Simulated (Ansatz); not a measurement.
Relaxed candidate structures of Li$_{2}$CrCl$_{4}$:

A. Fmmm (No. 69), oF28; a = 3.796 Å, b = 13.611 Å, c = 14.263 Å, α = β = γ = 90.00°; Cl 16m (0.000, 0.128, 0.109); Cr 4a (0.000, 0.000, 0.000); Li 8h (0.000, 0.330, 0.000); ferromagnetic

B. I-4 (No. 82), tI14; a = 6.215 Å, b = 6.215 Å, c = 8.916 Å, α = 90.00°, β = 90.00°, γ = 90.00°; Li 2b (0.000, 0.000, 0.500); Li 2c (0.000, 0.500, 0.250); Cr 2a (0.000, 0.000, 0.000); Cl 8g (0.221, 0.271, 0.103); ferromagnetic

C. P-6m2 (No. 187), hP7; a = b = 7.3356 Å, c = 3.9088 Å, α = β = 90.00°, γ = 120.00°; Cl 3j (0.146, 0.292, 0.000); Cl 1e (0.667, 0.333, 0.000); Cr 1b (0.000, 0.000, 0.500); Li 1c (0.333, 0.667, 0.000); Li 1f (0.667, 0.333, 0.500); ferromagnetic

Problem. Order them by energy per atom (lowest first) at the level PBE (plane waves to 420 eV, PAW, scalar-relativistic; Ansatz, an electronic-structure program).

Solution. B (reference, the lowest of the structures calculated here), A (+109 meV/atom), C (+0.31 eV/atom)

Problem. Which candidates are metallic at this level, and what gaps do the others have?

Solution. No gap: C. A: 1.28 eV; its edges lie in opposite spin channels (no spin-orbit coupling); B: 0.64 eV (no spin-orbit coupling).

 1 generated cell of layers, chains or molecules, poorly bound without dispersion, is left out. Each run could gain symmetry but not lose that of its start, so entries can be saddle points. All of these are generated cells (placed on structure types, drawn at random, substituted or restacked) that were not matched to a known phase here. Each structure is listed in the lowest spin state found for it. The real structure of this composition may not be among these. Energies are at zero temperature and pressure, without zero-point motion. Each cell has its own k-point mesh; energy differences are given only to the digits this allows. Spin states reached: ferromagnetic; spin orders were not searched systematically. No Hubbard U is applied. A magnetic insulating state can be missed without it.
